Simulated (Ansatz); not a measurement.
**Zincblende alloy of GaAs and AlAs (12 of 32 Ga sites exchanged), 64 atoms**

Ansatz, PAW, plane waves. PBEsol relaxation of volume and atoms (shape held) at the single k point (¼, ¼, ¼) without its symmetry partners; single points on the relaxed atoms at the Γ point alone, onto which points of the small cell's zone fold. Arrangement: quasirandom. No spin–orbit coupling unless named.

Relaxed structure:

```yaml
crystal:
  lattice:
    - [11.33102, 0.00000, 0.00000]
    - [0.00000, 11.33102, 0.00000]
    - [0.00000, 0.00000, 11.33102]
  atoms:
    - { symbol: Ga, position: [0.00014, 0.99978, 0.00006] }
    - { symbol: Ga, position: [0.99984, 0.00019, 0.50029] }
    - { symbol: Ga, position: [0.00061, 0.50020, 0.49968] }
    - { symbol: Ga, position: [0.50012, 0.00039, 0.00050] }
    - { symbol: Ga, position: [0.50014, 0.00078, 0.49972] }
    - { symbol: Ga, position: [0.49945, 0.49970, 0.00028] }
    - { symbol: Ga, position: [0.50011, 0.50014, 0.50051] }
    - { symbol: Ga, position: [0.25039, 0.25060, 0.50007] }
    - { symbol: Ga, position: [0.25006, 0.75034, 0.00002] }
    - { symbol: Ga, position: [0.24982, 0.75028, 0.50003] }
    - { symbol: Ga, position: [0.75003, 0.25007, 0.50012] }
    - { symbol: Ga, position: [0.75061, 0.75071, 0.49921] }
    - { symbol: Ga, position: [0.25001, 0.00014, 0.75002] }
    - { symbol: Ga, position: [0.25013, 0.50040, 0.25067] }
    - { symbol: Ga, position: [0.25023, 0.50029, 0.75003] }
    - { symbol: Ga, position: [0.74997, 0.99974, 0.25060] }
    - { symbol: Ga, position: [0.00064, 0.25018, 0.74960] }
    - { symbol: Ga, position: [0.00015, 0.75010, 0.25036] }
    - { symbol: Ga, position: [0.49988, 0.25021, 0.25067] }
    - { symbol: Ga, position: [0.49975, 0.25019, 0.75000] }
    - { symbol: Al, position: [0.99997, 0.50016, 0.99983] }
    - { symbol: Al, position: [0.24981, 0.24983, 0.99945] }
    - { symbol: Al, position: [0.75013, 0.24946, 0.99960] }
    - { symbol: Al, position: [0.74956, 0.75011, 0.99996] }
    - { symbol: Al, position: [0.24937, 0.99983, 0.24963] }
    - { symbol: Al, position: [0.74975, 0.00023, 0.74975] }
    - { symbol: Al, position: [0.74951, 0.49969, 0.24977] }
    - { symbol: Al, position: [0.74981, 0.49969, 0.74962] }
    - { symbol: Al, position: [0.99948, 0.24974, 0.24977] }
    - { symbol: Al, position: [0.99980, 0.74966, 0.74950] }
    - { symbol: Al, position: [0.49940, 0.74951, 0.24960] }
    - { symbol: Al, position: [0.49945, 0.75026, 0.74956] }
    - { symbol: As, position: [0.12485, 0.12521, 0.12492] }
    - { symbol: As, position: [0.12529, 0.12523, 0.62474] }
    - { symbol: As, position: [0.12515, 0.62510, 0.12503] }
    - { symbol: As, position: [0.12541, 0.62491, 0.62491] }
    - { symbol: As, position: [0.62510, 0.12515, 0.12560] }
    - { symbol: As, position: [0.62484, 0.12558, 0.62494] }
    - { symbol: As, position: [0.62492, 0.62501, 0.12507] }
    - { symbol: As, position: [0.62566, 0.62573, 0.62473] }
    - { symbol: As, position: [0.37460, 0.37479, 0.12524] }
    - { symbol: As, position: [0.37493, 0.37516, 0.62536] }
    - { symbol: As, position: [0.37499, 0.87530, 0.12495] }
    - { symbol: As, position: [0.37474, 0.87566, 0.62463] }
    - { symbol: As, position: [0.87488, 0.37507, 0.12495] }
    - { symbol: As, position: [0.87543, 0.37492, 0.62470] }
    - { symbol: As, position: [0.87479, 0.87482, 0.12506] }
    - { symbol: As, position: [0.87505, 0.87525, 0.62499] }
    - { symbol: As, position: [0.37453, 0.12498, 0.37471] }
    - { symbol: As, position: [0.37534, 0.12484, 0.87483] }
    - { symbol: As, position: [0.37486, 0.62495, 0.37563] }
    - { symbol: As, position: [0.37491, 0.62495, 0.87525] }
    - { symbol: As, position: [0.87466, 0.12488, 0.37530] }
    - { symbol: As, position: [0.87553, 0.12483, 0.87442] }
    - { symbol: As, position: [0.87482, 0.62476, 0.37459] }
    - { symbol: As, position: [0.87485, 0.62516, 0.87501] }
    - { symbol: As, position: [0.12484, 0.37474, 0.37463] }
    - { symbol: As, position: [0.12530, 0.37555, 0.87470] }
    - { symbol: As, position: [0.12460, 0.87496, 0.37531] }
    - { symbol: As, position: [0.12485, 0.87473, 0.87462] }
    - { symbol: As, position: [0.62480, 0.37499, 0.37552] }
    - { symbol: As, position: [0.62477, 0.37496, 0.87507] }
    - { symbol: As, position: [0.62446, 0.87472, 0.37466] }
    - { symbol: As, position: [0.62467, 0.87534, 0.87504] }
```

Question: What are the mean bond lengths by pair (pairs within 1.2 times the sum of covalent radii, less contacts 15 % beyond the pair's median; cation–cation pairs of compounds aside; long ionic contacts are cut short by that bound)?

Answer: Al–As 2.454 ± 0.002 Å (standard deviation, 48 bonds); As–Ga 2.453 ± 0.002 Å (standard deviation, 80 bonds).

Question: What gap lies between the top filled and the lowest empty level in the single points?

Answer: HSE06 1.87 eV (40 s on NVIDIA GB300).
